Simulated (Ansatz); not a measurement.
Input:

SnS$_{2}$:
```cif
data_S4Sn2
_chemical_formula_sum 'Sn2 S4'
_space_group_name_H-M_alt 'P63/mmc'
_space_group_IT_number 194
_space_group_name_Hall '-P 6c 2c'
_cell_length_a 3.61627
_cell_length_b 3.61627
_cell_length_c 14.07395
_cell_angle_alpha 90.000
_cell_angle_beta 90.000
_cell_angle_gamma 120.000
loop_
_atom_site_label
_atom_site_type_symbol
_atom_site_symmetry_multiplicity
_atom_site_Wyckoff_symbol
_atom_site_fract_x
_atom_site_fract_y
_atom_site_fract_z
_atom_site_occupancy
Sn1 Sn 2 c 0.33333 0.66667 0.25000 1
S1 S 4 f 0.66667 0.33333 0.13520 1
```

This is the PBE-relaxed structure.

Question: All from the program Ansatz at the PBE level (PAW), unless another level is named. Give the smallest direct gap on the standard path.

Answer: 0.77 eV.

Question: Predict the electron effective mass.

Answer: 0.29, 0.60, 0.91 mₑ (principal values).

Question: Predict the weight of the valence-edge state by species (Voronoi cells).

Answer: S 95 %, Sn 5 %.

Question: And the weight of the conduction-edge state by species (Voronoi cells)?

Answer: S 70 %, Sn 30 %.

Question: What about the conduction-band minimum?

Answer: at M (3 equivalent valleys).

Question: And the valence-band maximum?

Answer: on the Γ–A line, 4 % of the way from Γ.

Space group P6_3/mmc. A made-up cell: these elements were put on the sites of a structure type; neither database checked (COD, Materials Project) lists it. It is not the phase usual at ambient conditions (space group No. 164). Symmetry was held in the PBE relaxation; its stability against distortions is not shown here. A crystal of weakly bound layers computed without a dispersion correction: the cell and the soft elastic constants depend strongly on that. Scalar-relativistic: spin–orbit coupling is off unless named, which matters more the heavier the elements.

Potentials: the later of the program's two PAW sets.
